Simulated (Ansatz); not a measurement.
A geometry of AlPt away from equilibrium: the start of the relaxation of a relaxed AlPt cell, doubled along one cell vector, shaken by Gaussian noise of σ = 0.08 Å a coordinate. The numbers are results of PBEsol (plane waves to 420 eV, PAW, scalar-relativistic; Ansatz, a first-principles code), not measurements. Γ-centred k-mesh 11×11×6 on the run's cell (coarser than for final values), Fermi–Dirac smearing 0.05 eV.

```xyz
4
Lattice="0.0000 2.5405 2.5405 2.5405 0.0000 2.5405 5.0810 5.0810 0.0000" Properties=species:S:1:pos:R:3 pbc="T T T"
Al     2.4879     2.6002     2.5786
Al     5.1948     5.0950     2.5687
Pt    -0.0203    -0.0777     0.1067
Pt     5.1920     2.5933     2.4245
```

### Question
Which atoms carry the largest force, and which way does it point?

### Answer
0.87 eV/Å, on Al2 (atoms numbered as listed); on Al2 its components are (-0.79, -0.12, -0.34).

### Question
What is the pressure?

### Answer
+1.8 GPa, compression positive.

### Question
How far above the relaxed end point is this geometry?

### Answer
0.28 eV/atom; the path ends in R-3m (No. 166) (AFLOW prototype AB_hR2_166_a_b (L1_1, as in CuPt)).

No spin polarisation in the result.

The end of the path is a generated cell of AlPt: the first start was made by a random draw of sites in a space group, and the end was not matched to a known phase here, so it may be hypothetical.
